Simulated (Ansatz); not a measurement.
Sc:
```xyz
2
Lattice="3.3195 0.0000 0.0000 -1.6597 2.8747 0.0000 0.0000 0.0000 5.1633" Properties=species:S:1:pos:R:3 pbc="T T T"
Sc     0.0000     1.9165     1.2908
Sc     1.6597     0.9582     3.8725
```

Relaxed with PBE. Special points in fractions of this cell's reciprocal vectors: Γ (0.000, 0.000, 0.000); M (0.500, 0.000, 0.000); K (0.333, 0.333, 0.000); A (0.000, 0.000, 0.500); L (0.500, 0.000, 0.500); H (0.333, 0.333, 0.500).

**Question.** List the band energies nearest the Fermi level at these points for PBE (plane waves, PAW; program Ansatz).

**Answer.** In eV from the Fermi level; about four levels below and three above (degenerate sets whole), none deeper than 8.9 eV; points with the same levels are listed once.

| k | below | above |
|---|---|---|
| Γ | -5.12 -1.63 | 0.62 1.59 1.59 |
| M | -1.62 -1.06 -0.67 -0.35 | 1.30 1.33 1.88 |
| K | -0.72 -0.72 -0.62 -0.49 | 1.02 1.02 2.12 |
| A | -3.58 -3.58 | 0.98 0.98 1.50 1.50 1.50 1.50 |
| L | -1.47 -1.47 | 0.07 0.07 1.27 1.27 |
| H | -0.41 -0.41 -0.13 -0.13 | 0.26 0.26 2.39 2.39 |

Space group P6_3/mmc (hcp (Mg type)). The cell was relaxed with PBE under the symmetry of its start. The workflow began spin-polarised and lost its moments.

Potentials: the earlier of the program's two PAW sets.
